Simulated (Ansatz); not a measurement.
LaSc2I: rattling a relaxed structure

It was reached by relaxing an invented guess, and it needn't be the stable form of this composition.

Level of theory: Ansatz 0.2.0, DFT PBE, scalar-relativistic, plane waves, PAW. Cutoff 420 eV; k points 12×12×12 on the computed 4-atom cell (Γ-centred); Gaussian smearing, width 0.10 eV; no spin polarisation.

The cell below (4 atoms, space group R-3m (No. 166)) is relaxed within its symmetry.

```cif
data_structure
_symmetry_space_group_name_H-M 'P 1'
_symmetry_Int_Tables_number 1
_cell_length_a 10.2668
_cell_length_b 10.2668
_cell_length_c 10.2668
_cell_angle_alpha 20.400
_cell_angle_beta 20.400
_cell_angle_gamma 20.400
_cell_volume 115.08
loop_
_atom_site_label
_atom_site_type_symbol
_atom_site_fract_x
_atom_site_fract_y
_atom_site_fract_z
_atom_site_occupancy
La1 La 0.50000 0.50000 0.50000 1
Sc1 Sc 0.25682 0.25682 0.25682 1
Sc2 Sc 0.74318 0.74318 0.74318 1
I1 I 0.00000 0.00000 0.00000 1
```

For the test a repeat of it with 8 atoms (edges 3.64, 6.30, 10.27 Å) was strained at random (σ = 1.5 % a component), the atoms were moved at random (σ = 0.05 Å), and all was relaxed again on a coarse 6×4×6 mesh (in the run’s order of axes) with 0.20 eV smearing, with no symmetry imposed.

Spin–orbit coupling, which can matter for I, is left out.

**Question.** What happens?

**Answer.** It returns, within 1 meV/atom of the unmoved cell on that mesh and with the same symmetry when read at 0.1 Å (C2/m at 0.01 Å, so small strains and shifts remain). So it is stable against the distortions that fit this cell and that this random move excites. Modes that don't fit the cell aren't tested.
